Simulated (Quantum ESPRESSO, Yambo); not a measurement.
At a photon energy of 7.12 eV, RPA with local fields on PBEsol bands shifted by a G0W0 scissor of 1.48 eV (Quantum ESPRESSO and Yambo; 15×15×8 mesh, 32 bands, 4 Ry local-field block, 0.2 eV broadening) gives ε = 6.89 + 1.69i for AlN (wurtzite, space group P6_3mc, No. 186), field along x. Axes are Cartesian, with cell vectors (Å) (3.11, 0.00, 0.00), (-1.56, 2.70, 0.00), (0.00, 0.00, 4.98).

Task: Work out n, κ, the normal-incidence reflectivity, the absorption coefficient and the penetration depth.

Result: 
|ε| = 7.09; n = √((|ε| + ε1)/2) = 2.64, κ = √((|ε| − ε1)/2) = 0.32. R = ((n − 1)² + κ²)/((n + 1)² + κ²) = 0.21. α = 2Eκ/(ħc) with ħc = 197.327 eV nm: 0.0231 per nm = 2.3 × 10⁵ per cm, a 1/e depth of 43 nm. The computed direct gap is 5.59 eV, and the energy scale of the real crystal may differ from it. Excitonic effects are left out, and values at one energy depend on mesh and broadening. The scissor comes from a G0W0 run whose convergence isn't established. Convergence of the RPA response with its 15×15×8 mesh was not tested.

Geometry relaxed with PBEsol; primitive cell a = b = 3.1131 Å, c = 4.9828 Å, α = β = 90.00°, γ = 120.00°.
